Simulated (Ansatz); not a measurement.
All numbers below come from DFT PBE, scalar-relativistic, plane waves, PAW (Ansatz 0.2.0). Settings: cutoff 420 eV, Γ-centred meshes spaced at most about 0.3 Å⁻¹, and about 0.25 Å⁻¹ or finer for metals (2π included), Gaussian smearing. No spin polarisation in the final relaxations.

These are static total energies at zero pressure.

Two relaxed structures of InGe2O2:

A.

Space group P-3m1 (No. 164). a = 3.618 Å, b = 3.618 Å, c = 8.549 Å, α = 90.00°, β = 90.00°, γ = 120.00°
```csv
atom,site,symmetry,x,y,z
In,1a,-3m.,0.0000,0.0000,0.0000
Ge,2d,3m.,0.6667,0.3333,0.3504
O,2d,3m.,0.6667,0.3333,0.5820
```

B.

Space group P4/mmm (No. 123). a = 4.365 Å, b = 4.365 Å, c = 5.591 Å, α = 90.00°, β = 90.00°, γ = 90.00°
```csv
atom,site,symmetry,x,y,z
In,1b,4/mmm,0.0000,0.0000,0.5000
Ge,1a,4/mmm,0.0000,0.0000,0.0000
Ge,1c,4/mmm,0.5000,0.5000,0.0000
O,2f,mmm.,0.5000,0.0000,0.0000
```

**Question.** Which form is favoured at zero pressure, and by what margin per atom?

**Answer.** A is lower, by 0.35 eV/atom. A has space group P-3m1 (No. 164), 19.4 Å³/atom and no gap on its mesh; B has space group P4/mmm (No. 123), 21.3 Å³/atom and no gap. The shortest distance is 1.98 Å (Ge–O) in A and 2.18 Å (Ge–O) in B. The denser one is the lower, and pressure would at first widen the difference. In A, In has 6 In at 3.62 Å, 6 Ge at 3.65 Å and 6 O at 4.14 Å; Ge has 1 O at 1.98 Å, 3 O at 2.17 Å, 3 Ge at 3.30 Å, 6 Ge at 3.62 Å and 3 In at 3.65 Å; around O lie 1 Ge at 1.98 Å, 3 Ge at 2.17 Å, 3 O at 2.52 Å, 6 O at 3.62 Å, 9 Ge at 4.13–4.22 Å and 3 In at 4.14 Å. In B, around In lie 2 Ge at 2.80 Å; Ge on its first site has 4 O at 2.18 Å and 2 In at 2.80 Å; O is surrounded by 4 Ge at 2.18 Å; 1 more site not described. Both come from invented guesses.

In P-3m1, P4/mmm an odd number of electrons in the primitive cell allows no gap without spin; a larger cell or a magnetic state could open one. A magnetic state wasn't ruled out in cells without spin, among them P4/mmm. Cells relaxed within their symmetry can be saddle points.
